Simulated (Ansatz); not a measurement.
Relaxed-ion elastic tensor of AgAu3 (Cu3Au type, Pm-3m) in GPa (Voigt order), LDA (plane waves, PAW; program Ansatz); density 17.68 g/cm³, 16.41 Å³ per atom.

```json
[
 {"": "1", "1": "204", "2": "168", "3": "168", "4": "0.0", "5": "0.0", "6": "0.0"},
 {"": "2", "1": "168", "2": "204", "3": "168", "4": "0.0", "5": "0.0", "6": "0.0"},
 {"": "3", "1": "168", "2": "168", "3": "204", "4": "0.0", "5": "0.0", "6": "0.0"},
 {"": "4", "1": "0.0", "2": "0.0", "3": "0.0", "4": "44.5", "5": "0.0", "6": "0.0"},
 {"": "5", "1": "0.0", "2": "0.0", "3": "0.0", "4": "0.0", "5": "44.5", "6": "0.0"},
 {"": "6", "1": "0.0", "2": "0.0", "3": "0.0", "4": "0.0", "5": "0.0", "6": "44.5"}
]
```

Is the crystal mechanically stable?

Yes: the smallest eigenvalue of C is 36.2 GPa.

Work out the Voigt, Reuss and Hill averages.

K_V = 180, K_R = 180, K_H = 180; G_V = 33.9, G_R = 28.1, G_H = 31.0 GPa.

Give Young's modulus, Poisson's ratio, Pugh's ratio and the universal anisotropy index.

E = 9KG/(3K + G) = 87.9 GPa; ν = 0.42; K/G = 5.79 (ductile by the Pugh limit of 1.75); A_U = 5G_V/G_R + K_V/K_R − 6 = 1.04.

Estimate the sound speeds and the Debye temperature.

v_l = √((K + 4G/3)/ρ) = 3530 m/s, v_t = √(G/ρ) = 1320 m/s, mean 1500 m/s; Θ = (h/k)(3n/4πV)^(1/3) v_m = 176 K.

Give the Zener ratio and Young's modulus along [100], [110] and [111].

A = 2C44/(C11 − C12) = 2.46; 1/E = S11 − 2(S11 − S12 − S44/2)Γ with Γ = 0, 1/4, 1/3 gives 52.5, 92.2, 123 GPa.

Solve the Christoffel equation for the three sound speeds along [100], [110], [111].

Eigenvalues of C_ijkl n_j n_l equal ρv². In km/s, slowest first: [100] 1.59, 1.59, 3.39; [110] 1.01, 1.59, 3.61; [111] 1.23, 1.23, 3.68.

The first step of the workflow began from a Materials Project structure, measured or hypothetical; the Crystallography Open Database copy checked does not list it. Its standing as an ambient phase is unchecked. The cell was relaxed with LDA under the symmetry of its start; whether a distortion lowers the energy is not shown. The run is not spin-polarised. As this level gives no gap, shear constants depend on the k-mesh and smearing (Fermi–Dirac, 0.1 eV here). Scalar-relativistic: spin–orbit coupling is off unless named, which matters more the heavier the elements.

Potentials: the later of the program's two PAW sets.
